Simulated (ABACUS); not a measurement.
## A series of runs on CsPbBr3 (I4/mcm, 20 atoms in the cell; from Materials Project mp-1014168)

```
CELL_PARAMETERS angstrom
      8.19814     0.00000     0.00000
      0.00000     8.19814     0.00000
      0.00000     0.00000    12.08583
ATOMIC_POSITIONS crystal
  Cs 0.00000 0.50000 0.25000
  Cs 0.50000 0.00000 0.25000
  Cs 0.50000 0.00000 0.75000
  Cs 0.00000 0.50000 0.75000
  Pb 0.00000 0.00000 0.00000
  Pb 0.50000 0.50000 0.00000
  Pb 0.50000 0.50000 0.50000
  Pb 0.00000 0.00000 0.50000
  Br 0.00000 0.00000 0.25000
  Br 0.50000 0.50000 0.25000
  Br 0.18452 0.68452 0.00000
  Br 0.81548 0.31548 0.00000
  Br 0.31548 0.18452 0.00000
  Br 0.68452 0.81548 0.00000
  Br 0.50000 0.50000 0.75000
  Br 0.00000 0.00000 0.75000
  Br 0.68452 0.18452 0.50000
  Br 0.31548 0.81548 0.50000
  Br 0.81548 0.68452 0.50000
  Br 0.18452 0.31548 0.50000
```

Base run A: LDA (PW92), numerical atomic orbitals DZP (confined pseudo-atomic orbitals; energy shift 0.003 Ry), PseudoDojo 0.4 standard norm-conserving LDA (tails mended) pseudopotentials (ABACUS), self-consistent single point.

Its settings: basis = DZP numerical atomic orbitals, energy shift 0.003 Ry; KPT = Gamma 3 3 2 0 0 0; basis_type = lcao; dft_functional = PWLDA; ecutwfc = 100 Ry; smearing_method = fixed; potentials = PseudoDojo 0.4 standard norm-conserving LDA (tails mended); symmetry = 1; symmetry_prec = 1e-05; ks_solver = genelpa; scf_nmax = 100; scf_thr = 1.0e-06; mixing_type = broyden.

Spin-orbit coupling is left out, which matters for bands and gaps with elements this heavy. The atom-centred basis is finite, which shifts total energies against plane waves. Forces and stress are left out: the polarisation orbitals used for some of these elements are too diffuse to give them reliably, and gaps can carry the same lack. The structure comes from a collection of computed structures, made at another level of theory; the collection holds predicted forms beside known ones.

ΔF is the free energy per atom less that of run A. 

| run | scf_nmax, mixing_ndim | ΔF (meV/atom) | iterations |
|---|---|---|---|
| A | 100, default | 0.00 | 9 |
| B | 200, 1 | 0.00 | 11 |
| C | 200, 2 | 0.00 | 10 |
| D | 200, 4 | 0.00 | 9 |
| E | 200, 8 | 0.00 | 9 |
| F | 200, 15 | 0.00 | 9 |
| G | 200, 25 | 0.00 | 9 |

Runs B, C, D, E, F, G ended on the same solution as A (within 1 meV/atom). The fewest iterations to that state were 9 (A, D, E, F, G); the most were 11.

The atomic orbitals were generated for these runs; they are not ABACUS's published sets and were checked against plane waves on a few crystals only.

“Tails mended”: in these copies of the files the far tail of each local potential was reset to the Coulomb form.
